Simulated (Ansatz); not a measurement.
# ScAg4: computed property card

ScAg4:
```
CELL_PARAMETERS angstrom
     -3.26285     3.26285     2.01728
      3.26285    -3.26285     2.01728
      3.26285     3.26285    -2.01728
ATOMIC_POSITIONS crystal
  Ag 0.59960 0.19939 0.79899
  Ag 0.80061 0.59960 0.40021
  Ag 0.40040 0.80061 0.20101
  Ag 0.19939 0.40040 0.59979
  Sc 0.00000 0.00000 0.00000
```

Space group I4/m (No. 87); conventional cell a = b = 6.5257 Å, c = 4.0346 Å, α = β = γ = 90.00°.

Method: DFT-PBEsol in the program Ansatz with PAW potentials. Geometry: relaxed at this level of theory. Other levels are named where they apply.

**Cell and energy**

```
Quantity                                                      Result
-----------------------------------------------------  -------------
Volume per atom                                             17.18 Å³
Density                                                   9.21 g/cm³
Formation energy from the elements (no fitted shifts)  -0.24 eV/atom
```

**Electronic structure**

```
Item                                                                        Result
------------------------------------  --------------------------------------------
Electronic character                                             metallic (no gap)
Density of states at the Fermi level  0.35 states/eV per atom (mean over ±0.08 eV)
Gap with spin–orbit coupling                                       none (metallic)
```

**Mechanics**

```
Quantity                             Result
----------------------------------  -------
Bulk modulus (Birch–Murnaghan fit)  113 GPa
Pressure derivative B′                  5.2
```

**Phonons**

```
Item                                           Result
-----------------------------  ----------------------
Highest zone-centre frequency                219 cm⁻¹
Zone-centre stability          no imaginary mode at Γ
```

The workflow started from an entry of the Crystallography Open Database (COD). Its standing as an ambient phase is unchecked. The cell was relaxed with PBEsol under the symmetry of its start. No spin polarisation was allowed. As this level gives no gap, phonon frequencies hold no LO–TO term and depend on the k-mesh and smearing (Fermi–Dirac, 0.1 eV here). Axis ratios of metals converge slowly with the k-mesh, so a and c are less sure than the volume. The references are the lowest solids computed at this level, not always the standard phases. Scalar-relativistic: spin–orbit coupling is off unless named, which matters more the heavier the elements.

Potentials: the later of the program's two PAW sets.
